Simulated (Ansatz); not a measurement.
Values for one crystal, relaxed and computed with plane-wave PAW r²SCAN (Ansatz code); other levels are named.

| Property | Result |
|---|---|
| Volume per atom | 13.51 Å³ |
| Electronic character | metallic (no gap) |
| Formation energy from the elements (no fitted shifts) | -0.62 eV/atom |
| Gap with spin–orbit coupling | none (metallic) |
| Density of states at the Fermi level | 0.36 states/eV per atom (mean over ±0.08 eV) |

Which compound is it?
(A) Ta2SiN, P6_3/mmc (Si on 2d, Ta on 4f, N on 2a)
(B) Ti3IrC2, P6_3/mmc (Ti on 4f, Ti on 2a, Ir on 2b, C on 4f)
(C) Ta2SnN, P6_3/mmc (Sn on 2d, Ta on 4f, N on 2a)
(D) TiSi, Pnma (Ti on 4c, Si on 4c)

A, Ta2SiN, P6_3/mmc (Si on 2d, Ta on 4f, N on 2a)

The start of the workflow was typed in or built on a structure type; neither database checked (COD, Materials Project) lists it. Its standing as an ambient phase is unchecked. Symmetry was held in the r²SCAN relaxation; whether a distortion lowers the energy is not shown. The run is not spin-polarised. The references are the lowest solids computed at this level, not always the standard phases (solids in place of the gases). Scalar-relativistic: spin–orbit coupling is off unless named, which matters more the heavier the elements.

Potentials: the earlier of the program's two PAW sets.
